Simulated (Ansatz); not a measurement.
Si2Os:
Space group Cmce (No. 64); a = 10.123 Å, b = 8.107 Å, c = 8.207 Å, α = β = γ = 90.00°

| atom | site | symmetry | x | y | z |
|---|---|---|---|---|---|
| Si | 16g | 1 | 0.1269 | 0.4472 | 0.2237 |
| Si | 16g | 1 | 0.3716 | 0.2221 | 0.0589 |
| Os | 8f | m.. | 0.0000 | 0.1877 | 0.1816 |
| Os | 8d | 2.. | 0.2144 | 0.0000 | 0.0000 |
(The calculation used a cell of 24 atoms; values per cell refer to that cell.)

Relaxed at zero pressure with the program Ansatz at the PBEsol level (PAW).

The volume is raised by 3 % and shape and atoms relax at that volume. What pressure results, and how do the axes share the change?

-6.0 GPa; a 1.3 %, b 0.8 %, c 0.9 %; the energy rises by 8 meV/atom.

Give the new structure.


Space group Cmce (No. 64); a = 10.2496 Å, b = 8.1698 Å, c = 8.2853 Å, α = β = γ = 90.00°

```tsv
atom	site	symmetry	x	y	z
Si	16g	1	0.1268	0.4484	0.2249
Si	16g	1	0.3720	0.2228	0.0575
Os	8f	m..	0.0000	0.1892	0.1827
Os	8d	2..	0.2156	0.0000	0.0000
```

The phase is kept; no other phase was compared at this pressure.

The workflow started from a Materials Project entry (that database holds measured and hypothetical structures alike); the Crystallography Open Database copy checked does not list it. Its standing as an ambient phase is unchecked. The PBEsol relaxation kept the symmetry of its start; its stability against distortions is not shown here. No spin polarisation was allowed. Scalar-relativistic: spin–orbit coupling is off unless named, which matters more the heavier the elements.

Potentials: the later of the program's two PAW sets.
